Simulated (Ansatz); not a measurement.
ScAl$_{3}$ (Cu3Au type)

```yaml
crystal:
  lattice:
    - [4.07175, 0.00000, 0.00000]
    - [0.00000, 4.07175, 0.00000]
    - [0.00000, 0.00000, 4.07175]
  atoms:
    - { symbol: Al, position: [0.00000, 0.50000, 0.50000] }
    - { symbol: Al, position: [0.50000, 0.50000, 0.00000] }
    - { symbol: Al, position: [0.50000, 0.00000, 0.50000] }
    - { symbol: Sc, position: [0.00000, 0.00000, 0.00000] }
```

Two coordinates are scanned: the volume, and the ratio of the stretch along z (the conventional c axis) to the stretch across it. Atoms keep their fractional coordinates.

The numbers are results of PBEsol (plane waves to 420 eV, PAW, scalar-relativistic; Ansatz, an electronic-structure program), not measurements. k mesh 12×12×12 (Γ-centred), Fermi-Dirac smearing 0.05 eV. Compression counts positive. With partly filled bands, the response to shear is sensitive to the k mesh, so small differences along c/a are uncertain. ScAl3 is run without spin polarisation. ScAl3 was relaxed with its symmetry unable to fall.

At one point of the scan the stress tensor (GPa) is:

```
    4.1      0.0      0.0
    0.0      4.1      0.0
    0.0      0.0      4.1
```

Q: Which point is it?
A. V/V₀ = 1.000, (c/a)/(c/a)₀ = 0.980
B. V/V₀ = 1.000, (c/a)/(c/a)₀ = 1.040
C. V/V₀ = 0.960, (c/a)/(c/a)₀ = 1.000
D. V/V₀ = 0.960, (c/a)/(c/a)₀ = 1.040

A: C, V/V₀ = 0.960, (c/a)/(c/a)₀ = 1.000

(A scan under strain: stresses follow from slopes of the energy per volume, elastic moduli from its curvatures.)
